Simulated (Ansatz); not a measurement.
input.yaml (Ansatz 0.2.0):

```yaml
crystal:
  lattice:
    - [0.0, 1.9923889071, 1.9923889071]
    - [1.9923889071, 0.0, 1.9923889071]
    - [1.9923889071, 1.9923889071, 0.0]
  atoms:
    - { symbol: Al, position: [0.0, 0.0, 0.0] }
basis:
  ecutwfc: 420
  ecutrho_ratio: 4
kpoints:
  mp_grid: { grid: [18, 18, 18] }
  band_path:
    path:
      - [[0.0, 0.0, 0.0], [0.5, 0.0, 0.5], [0.625, 0.25, 0.625]]
      - [[0.375, 0.375, 0.75], [0.0, 0.0, 0.0], [0.5, 0.5, 0.5], [0.5, 0.25, 0.75], [0.5, 0.0, 0.5]]
    npoints: 14
hamiltonian:
  xc: lda
scf:
  occupations: { method: gaussian, width: 0.05 }
output:
  forces: true
  stress: true
  eigenvalues: true
  populations: true
  dos: { projected: true, de: 0.02, nscf_kmesh: { grid: [27, 27, 27] } }
  bader: true
```

Before reading the output: what should come out?

Pressure -0.1 GPa, gap on the mesh zero (metallic) (LDA, scalar-relativistic).

What the program printed, in part:

```
Pseudopotentials: kind: paw
Pseudopotential: Al, paw, valence charge 3, recommended cutoff 420 eV (normal), Al.paw.azcp
Crystal: 1 atoms, lattice volume = 15.818 Å³
Basis set: ecut = 420 eV, 331 PW (Γ)
Bands: 6, of which v1, the nominal top of the filled ones, is band 2 counted from 1 (1 counted from 0)
Symmetry: 48 space group operations
Space group: Fm-3m (ITA 225), of the structure as read, at distance tolerance 2.5e-5 Å
k-points: 195 of 5832
Initial density: superposition of atomic densities (neutral atoms: chi_scale 0, normalization atom), corrected by the library's trained network
Initial wavefunctions: pseudopotential atomic-orbital guess
Functional: x = slater, c = lda
```

```
SCF iter   1: F=—  HF=-512.875785 eV  |F-HF|=—  |Δ(HF+E_count)|=         —  Δρ=3.44e-3  dr2=1.77e-3  ethr=1.77e-3  ⟨swp⟩=4.8  Hψ=10559  notcnv=0
SCF iter   2: F=—  HF=-512.875147 eV  |F-HF|=—  |Δ(HF+E_count)|=   6.38e-4  Δρ=1.55e-3  dr2=3.48e-4  ethr=5.88e-5  ⟨swp⟩=1.0  Hψ=2738  notcnv=0  defer=5
SCF iter   3: F=—  HF=-512.875001 eV  |F-HF|=—  |Δ(HF+E_count)|=   1.46e-4  Δρ=4.30e-5  dr2=1.31e-7  ethr=1.16e-5  ⟨swp⟩=2.0  Hψ=1353  notcnv=0  defer=5
SCF iter   4: F=—  HF=-512.875001 eV  |F-HF|=—  |Δ(HF+E_count)|=   9.40e-8  Δρ=5.14e-6  dr2=2.19e-9  ethr=4.37e-9  ⟨swp⟩=1.0  Hψ=1078  notcnv=0  defer=5
SCF iter   5: F=-512.875001 eV  HF=-512.875001 eV  |F-HF|=3.41e-13  |Δ(HF+E_count)|=  8.90e-10  Δρ=9.56e-8  dr2=9.18e-13  ethr=7.31e-11  ⟨swp⟩=1.5  Hψ=1191  notcnv=0  defer=5
SCF iter   6: F=-512.875001 eV  HF=-512.875001 eV  |F-HF|=1.14e-13  |Δ(HF+E_count)|=  6.82e-13  Δρ=6.57e-9  dr2=5.41e-15  ethr=1.00e-12  ⟨swp⟩=2.6  Hψ=4044  notcnv=0
```

```
SCF 1 converged in 6 iterations: F = -512.875001 eV  dr2 = 5.41e-15
NSCF: frozen V_eff on 86 k-points
NSCF: frozen V_eff on 560 k-points
SCF converged after 6 iterations
Free energy (F): -512.875001 eV
E sigma→0 (E₀):  -512.874455 eV
Entropy (-TS):   -0.001093 eV (-1.093 meV/atom)
Fermi energy:    8.168804 eV
--- Per-component energies (eV) ---
  E_band       = 10.976694
  E_kinetic    = 23.490823
  E_local      = 9.930741  (includes V_loc(G=0)·N_el)
  E_nonlocal   = 11.026097
  E_hartree    = 0.107682
  E_xc         = -39.613196
  E_vxc        = -29.647690  (∫ρ·V_xc dr)
  E_paw        = -443.315102  (= ΣΔE_a)
  E_vpaw       = -4.038638  (= ΣTr[D̂ρ^β])
  E_aug_tail   = -0.000004  (compensation charges beyond the density's cutoff)
  E_ewald      = -74.556666
  E_core_change = 0.055717  (= ΣΔE_core)
  E_smearing   = -0.001093  (= −TS)
--- Forces (eV/Å), atoms counted from 1 ---
  atom   1  Al     0.00000000     0.00000000     0.00000000
--- Stress (GPa, compression-positive) ---
       -0.093058       0.000000       0.000000
        0.000000      -0.093058       0.000000
        0.000000       0.000000      -0.093058
  P = ⅓ Tr σ = -0.0931 GPa (-0.931 kbar)
--- Löwdin populations: 1 site ---
  site symbol       q [e]
     0     Al      2.9576
--- Bader charges: 1 site ---
  site symbol  charge [e]  shift [e]
     0     Al      0.0000     0.0000
  estimated error of the sums over rays = 8.9e-8 e
```

It took roughly 5 core-seconds on a shared host.
